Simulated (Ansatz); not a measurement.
## BP with Ca replacing B: gradients before and after relaxing the atoms

Start: a supercell of BP (zinc blende type, F-43m) built from a COD entry, with all atoms left at the host's positions.

```cif
data_CaB26P27
_symmetry_space_group_name_H-M 'F-43m'
_symmetry_Int_Tables_number 216
_cell_length_a 13.6140
_cell_length_b 13.6140
_cell_length_c 13.6140
_cell_angle_alpha 90.000
_cell_angle_beta 90.000
_cell_angle_gamma 90.000
loop_
_atom_site_label
_atom_site_type_symbol
_atom_site_symmetry_multiplicity
_atom_site_Wyckoff_symbol
_atom_site_fract_x
_atom_site_fract_y
_atom_site_fract_z
Ca Ca 4 a 0.0000 0.0000 0.0000
B2 B 48 h 0.1667 0.0000 0.1667
B5 B 16 e 0.3333 0.8333 0.1667
B9 B 16 e 0.6667 0.6667 0.3333
B15 B 24 f 0.5000 0.6667 0.5000
P28 P 16 e 0.0833 0.9167 0.0833
P29 P 24 g 0.2500 0.9167 0.2500
P33 P 48 h 0.5833 0.7500 0.4167
P41 P 16 e 0.4167 0.5833 0.4167
P54 P 4 c 0.7500 0.2500 0.7500
```

One atom of each set is listed; the run and its k-mesh use a cell of 54 atoms with edges of 9.63, 9.63, 9.63 Å.

Method: Kohn–Sham DFT in Ansatz, PBE, plane waves and PAW, scalar-relativistic, collinear spin, 420 eV cutoff, Γ-centred 3×3×3 k-points, Fermi–Dirac smearing 0.01 eV. Start moments as typed (μB): 1 on each Ca, none on the rest.

The largest force at the start is 12 eV/Å. Relaxing the ions at fixed cell moves them by 0.513 Å at most (atom 28, P) and 0.141 Å rms.

```
site  moved (Å)             first shell before   first shell after  V_zz before (10²¹ V/m²)  η before
  Ca      0.000                  4 P at 1.97 Å       4 P at 2.48 Å                     0.00         –
  B2      0.046                  4 P at 1.97 Å  4 P at 1.90–1.95 Å                     0.31      0.02
  B5      0.008                  4 P at 1.97 Å  4 P at 1.96–1.98 Å                   <0.005         –
 B15      0.002                  4 P at 1.97 Å       4 P at 1.96 Å                    0.007      0.53
 P28      0.513  1 Ca at 1.97 Å, 3 B at 1.97 Å       3 B at 1.90 Å                    -5.73      0.00
 P29      0.024                  4 B at 1.97 Å  4 B at 1.93–1.98 Å                     1.13      0.28
 P33      0.004                  4 B at 1.97 Å  4 B at 1.95–1.96 Å                     0.22      0.43
 P41      0.001                  4 B at 1.97 Å       4 B at 1.96 Å                   -0.051      0.00
```

Question: What are V_zz and η after the relaxation?

Answer: 

```tsv
site	V_zz after	η after	change of V_zz
Ca	0.00	–	0.00
B2	0.23	0.80	–
B5	-0.075	0.00	-0.07
B15	-0.030	0.41	–
P28	-7.25	0.00	-1.52
P29	1.33	0.90	+0.20
P33	-0.44	0.85	–
P41	-0.36	0.00	-0.31
```

The largest change of V_zz along a kept axis is on P28, from -5.73 to -7.25. In per cent, |V_zz| changes by +27 on P (all sites that start above 2). Where |V_zz| stays above 0.1 and the axes keep their order, η moves most on P29, from 0.28 to 0.90. On B2, P33, B15 the largest principal value lies along another axis in the second run, so the two V_zz can't be compared directly. Other sites with |V_zz| of 0.02 or less aren't listed. The electronic state changes along with the positions (absolute moment from 1.0 to 0.0 μB), so the changes aren't those of geometry alone.

The defect repeats with the cell of 54 atoms, so it feels its images: sites between two images don't show the values beside a lone defect, and zeros or small values of η there can come from the images' arrangement. The defect cell has no gap above 0.1 eV on its mesh, so the values can hang on the smearing and the k-mesh.
Before: The cell keeps the host's lattice, where the PBE pressure is 10 GPa. The run lost most of its start moments on Ca; a state with other moments may lie lower. The neighbours have not yet relaxed around the defect (largest force 12 eV/Å), so the values at and beside it are those of a strained start, not of the defect in a real crystal.
After: The relaxation keeps the site symmetry -43m of the start, so the impurity can't leave its site; a distortion that would localise the partly filled state isn't explored. The cell keeps the host's lattice, where the PBE pressure is 7 GPa. The start moments die out, and the run ends without spin.
